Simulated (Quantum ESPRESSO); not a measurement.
```xyz
4
Lattice="3.8348 0.0000 0.0000 -1.9174 3.3210 0.0000 0.0000 0.0000 6.3168" Properties=species:S:1:pos:R:3 pbc="T T T"
P      1.9174     1.1070     5.5207
P      0.0000     2.2140     2.3623
Ga     1.9174     1.1070     3.1586
Ga     0.0000     2.2140     0.0002
```

Cell and atoms were relaxed with PBEsol from Materials Project entry mp-8882, within its symmetry.

**Question.** What does PBEsol (Quantum ESPRESSO, PseudoDojo norm-conserving, 80 Ry, with spin-orbit coupling) give for the electronic structure near the Fermi level?

**Answer.** The PBEsol gap is direct, 1.25 eV at Γ. 

This is not the ordinary phase of the substance; no match was found in the copy of COD used, and its stability was not checked.
